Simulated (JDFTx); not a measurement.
Input for JDFTx (a modified build): ethylenediamine, C2H8N2 (SMILES NCCN), charge 0, multiplicity 1, CANDLE, water, 1 M KF; lengths in bohr, energies in hartree. The run starts from orbitals saved by an earlier run of the same system.

```
lattice \
  24.5664396201 0.0000000000 0.0000000000 \
  0.0000000000 18.4248297151 0.0000000000 \
  0.0000000000 0.0000000000 17.9523981839
coords-type Cartesian
ion N -3.4587160863 -0.5899478912 -0.1449384185 0
ion C -1.1437986484 0.8811713384 -0.0045820184 0
ion C 1.1438393959 -0.8811433797 -0.0045949127 0
ion N 3.4588493229 0.5898074214 -0.1450000583 0
ion H -4.9830021551 0.5696999574 -0.1964621275 0
ion H -3.6279377230 -1.7091642486 1.4040360798 0
ion H -1.0457403076 2.1146398386 1.6774770968 0
ion H -1.0458829702 2.0859249340 -1.6774438668 0
ion H 1.0458389907 -2.0858291261 -1.6774770968 0
ion H 1.0457935100 -2.1146398386 1.6774250325 0
ion H 4.9830021551 -0.5700665059 -0.1966620271 0
ion H 3.6284078029 1.7087066685 1.4042083094 0
ion-species pseudo/n_pbe_v1.2.upf
ion-species pseudo/c_pbe_v1.2.upf
ion-species pseudo/h_pbe_v1.4.upf
elec-cutoff 12 60
elec-ex-corr gga-PBE
symmetries none
elec-n-bands 13
electronic-minimize nIterations 150 energyDiffThreshold 1e-7
fluid LinearPCM
pcm-variant CANDLE
fluid-solvent H2O
fluid-cation K+ 1
fluid-anion F- 1
fluid-minimize nIterations 400 knormThreshold 1e-11
wavefunction read s0.wfns
dump-name s1.$VAR
dump End State Ecomponents EigStats BandEigs Forces ElecDensity IonicPositions FluidDebug
```

The log closes as follows.

```
[...]
ElecMinimize: Iter:   9  Etot: -36.071819680873318  |grad|_K:  4.703e-07  alpha:  1.102e+00  linmin: -1.629e-05
ElecMinimize: Iter:  10  Etot: -36.071819731302028  |grad|_K:  2.732e-07  alpha:  1.088e+00  linmin: -2.313e-05
ElecMinimize: Iter:  11  Etot: -36.071819741093279  |grad|_K:  1.778e-07  alpha:  7.859e-01  linmin: -2.123e-01
ElecMinimize: Converged (|Delta Etot|<1.000000e-07 for 2 iters).

# Ionic positions in cartesian coordinates:
ion N  -3.458716086300000  -0.589947891200000  -0.144938418500000 0
ion N   3.458849322900000   0.589807421400000  -0.145000058300000 0
ion C  -1.143798648400000   0.881171338400000  -0.004582018400000 0
ion C   1.143839395900000  -0.881143379700000  -0.004594912700000 0
ion H  -4.983002155100000   0.569699957400000  -0.196462127500000 0
ion H  -3.627937723000001  -1.709164248600000   1.404036079800000 0
ion H  -1.045740307600000   2.114639838600000   1.677477096800000 0
ion H  -1.045882970200000   2.085924934000000  -1.677443866800000 0
ion H   1.045838990700000  -2.085829126100000  -1.677477096800000 0
ion H   1.045793510000000  -2.114639838600000   1.677425032500000 0
ion H   4.983002155100000  -0.570066505900000  -0.196662027100000 0
ion H   3.628407802900000   1.708706668500000   1.404208309400000 0

# Forces in Cartesian coordinates:
force N   0.000554184253656  -0.007510055521568  -0.011854554014487 0
force N  -0.000537105614716   0.007521283114752  -0.011829338297965 0
force C   0.008036659538892  -0.004949349739261   0.002029602492844 0
force C  -0.008037343693996   0.004954417292807   0.002024363120572 0
force H  -0.010167466570524   0.006416654060385   0.002037387805834 0
force H  -0.003289398022903  -0.005151444776468   0.010386844230117 0
force H   0.000677738342034   0.003075482987321   0.002425014983412 0
force H   0.000999457324891   0.005613618226526  -0.005030883080485 0
force H  -0.000998634216340  -0.005619303676296  -0.005035509487485 0
force H  -0.000685152713436  -0.003077046551132   0.002428715174017 0
force H   0.010152515920517  -0.006411527632800   0.002035351946121 0
force H   0.003282271106028   0.005144205664486   0.010375811468405 0

# Energy components:
   A_diel =       -0.0154264925547873
   Eewald =       33.0344888520280122
       EH =       61.2951040311367024
     Eloc =     -144.5993432751197361
      Enl =        4.1800479825046164
      Exc =      -11.9322407490921378
 Exc_core =        0.2446419529777719
       KE =       21.7209079570262773
-------------------------------------
     Etot =      -36.0718197410932788


	eMin: -0.821307 at state 0 ( [ +0.000000 +0.000000 +0.000000 ] spin 0 )
	HOMO: -0.201807 at state 0 ( [ +0.000000 +0.000000 +0.000000 ] spin 0 )
```

The run took 12 electronic cycles (a count that differs between repeats, as do the digits past 10⁻⁶ Ha); the highest occupied level lies at -5.49 eV from the bulk liquid; the total lies -0.30 eV from the vacuum run at this geometry.
